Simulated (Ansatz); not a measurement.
An Ansatz (a first-principles code) run. Input:

Ansatz 0.2 input:
```yaml
crystal:
  lattice:
    - [0.0, 2.0182834397, 2.0182834397]
    - [2.0182834397, 0.0, 2.0182834397]
    - [2.0182834397, 2.0182834397, 0.0]
  atoms:
    - { symbol: Al, position: [0.0, 0.0, 0.0] }
    - { symbol: N, position: [0.5, 0.5, 0.5] }
kpoints:
  mp_grid: { grid: [12, 12, 12] }
hamiltonian:
  xc: r2scan
  pseudopotentials: { azcp: { folder: ./paw }, kind: paw }
scf:
  occupations: { method: fixed }
checkpoint: { read: static.run }
output: { write_density: true, elf: true, volumetric_format: npy }
basis: { fft_grid_basis: typed }
```

Output (shortened):

```
Pseudopotentials: kind: paw
Pseudopotential: Al, paw, valence charge 3
Pseudopotential: N, paw, valence charge 5
Functional definition: r2SCAN
Crystal: 2 atoms, lattice volume = 16.443 Å³
Basis set: ecut = 500 eV, 411 PW (Γ), exchange–correlation on 96×96×96 points (64 copies of the dense FFT grid, shifted against one another)
Bands: 8, of which v1, the nominal top of the filled ones, is band 4 counted from 1 (3 counted from 0)
Symmetry: 48 space group operations
Space group: Fm-3m (ITA 225), of the structure as read, at distance tolerance 2.5e-5 Å
k-points: 72 of 1728
PAW frozen core: Al, regenerated for the run's functional
PAW frozen core: N, regenerated for the run's functional
Initial density: read from a saved state, or passed on in memory by an earlier SCF of this step, an earlier step, the calling program or the single point that …
Stability of the state it starts from, as read at its close in the unpolarized treatment …
Initial wavefunctions: pseudopotential atomic-orbital guess
Eigensolver: davidson
Functional: x = r2scan, c = r2scan; τ floored in thin density (d = 2e-4 eV/Å³)
iter 1 solved again at ethr=5.38e-9 eV; its pass at ethr=3.10e-3 eV (dr2=4.31e-7 eV) is discarded
SCF iter   1: F=—  HF=-928.156472 eV  |F-HF|=—  |Δ(HF+E_count)|=         —  Δρ=9.71e-8  dr2=8.80e-13  dr2_τ=3.64e-14  ethr=5.38e-9  ⟨swp⟩=3.0  Hψ=5259  notcnv=0  defer=114
all-band conjugate gradients solve this SCF's bands
preconditioner: auto → none
SCF iter   2: F=-928.156472 eV  HF=-928.156472 eV  |F-HF|=2.27e-13  |Δ(HF+E_count)|=  1.07e-11  Δρ=5.04e-8  dr2=2.00e-13  dr2_τ=1.47e-14  ethr=1.00e-12  ⟨swp⟩=5.2  Hψ=2660  notcnv=0
SCF 1 converged in 2 iterations: F = -928.156472 eV  dr2 = 2.00e-13
SCF converged after 2 iterations
Free energy (F): -928.156472 eV
Harris-Foulkes:  -928.156472 eV  (|F-HF|=2.27e-13)
Internal energy: -928.156472 eV  (E = F + TS)
E sigma→0 (E₀):  -928.156472 eV
Fermi energy:    11.098389 eV
--- Per-component energies (eV) ---
  E_band       = 35.434210
  E_kinetic    = 161.576497
  E_local      = -155.958181  (includes V_loc(G=0)·N_el)
  E_nonlocal   = 42.375968
  E_hartree    = 62.680235
  E_xc         = -97.690921
  E_vxc        = -119.927720  (∫ρ·V_xc dr)
  E_paw        = -604.694467  (= ΣΔE_a)
  E_vpaw       = -24.342361  (= ΣTr[D̂ρ^β])
  E_aug_tail   = -0.000024  (compensation charges beyond the density's cutoff)
  E_vtau       = 6.349563  (kinetic-family band-sum trace: ∫τ·v_τ [+ j·A + Jᵃ·Aᵃ] dr)
  E_ewald      = -336.355906
  E_core_change = -0.089673  (= ΣΔE_core)
  E_smearing   =  0.000000  (= −TS)
  E_closure    = 0.000000  (closes the sum)
  Σ components = -928.156472   (vs F -928.156472, Δ=0.00e0)
  [band-id]    e_kinetic+e_local+e_nonlocal+2·e_hartree+e_vxc+e_vpaw+e_augmentation_tail+e_vtau = 35.434213   (vs E_band 35.434210, Δ=3.68e-6)
--- Band table (eV; the first three rows and the last of 72) ---
  k-point 0: bands = ["-7.3333", "11.0984", "11.0984", "11.0984", "17.6344", "24.0196", "24.0196", "24.0196"]
  k-point 1: bands = ["-7.1881", "10.3551", "11.0060", "11.0060", "18.1079", "23.3874", "24.2565", "24.2565"]
  k-point 2: bands = ["-6.7620", "8.6517", "10.7674", "10.7674", "18.8129", "22.7733", "24.6452", "24.6452"]
  k-point 71: bands = ["-2.9651", "5.2584", "5.2584", "7.1419", "20.1981", "22.7983", "22.7983", "24.4669"]
  band table: 8 of 8 bands, residual norms ≤ 1.0e-3 eV
```

Cost: around 1.7 core-seconds (rough) on shared cores.

This is a known high-pressure phase of the composition, computed here at zero pressure and temperature. Symmetry was held in the r²SCAN relaxation; its stability against distortions is not shown here. The volume moved by -17 % from the start of the relaxation.

Potentials: the earlier of the program's two PAW sets.

Ansatz is a plane-wave DFT program.
